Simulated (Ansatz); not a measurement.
Relaxed CsPbCl₃ (cubic perovskite):

```
CsPbCl3
1.0
    5.67354     0.00000     0.00000
    0.00000     5.67354     0.00000
    0.00000     0.00000     5.67354
Cs Pb Cl
1 1 3
Direct
  0.00000   0.00000   0.00000
  0.50000   0.50000   0.50000
  0.00000   0.50000   0.50000
  0.50000   0.50000   0.00000
  0.50000   0.00000   0.50000
```

These are r2SCAN (plane waves to 500 eV, PAW, scalar-relativistic; Ansatz, a first-principles code) values and carry that method's errors. k mesh 5×5×5 (Γ-centred), Fermi-Dirac smearing 0.05 eV. CsPbCl3 was relaxed with its symmetry unable to fall. Spin-orbit coupling is left out, though Pb is heavy. The PAW data are Ansatz's earlier set. This is a high-temperature form of CsPbCl3.

One atom of the cell was then moved (with its periodic images), all else fixed, and the forces (eV/Å) came out as:

```
atom      Fx     Fy     Fz
----  ------  -----  -----
Cs1   -0.065  0.000  0.000
Pb2    0.077  0.000  0.000
Cl3    0.034  0.000  0.000
Cl4   -0.023  0.000  0.000
Cl5   -0.023  0.000  0.000
```

### Question
Which atom was moved, and by which vector (Å)?

### Answer
Cs1, by (0.32, 0.00, 0.00), 0.32 Å in all.

(A displaced cell: forces are minus the slopes of the energy, force constants its curvatures, and phonons follow from these.)
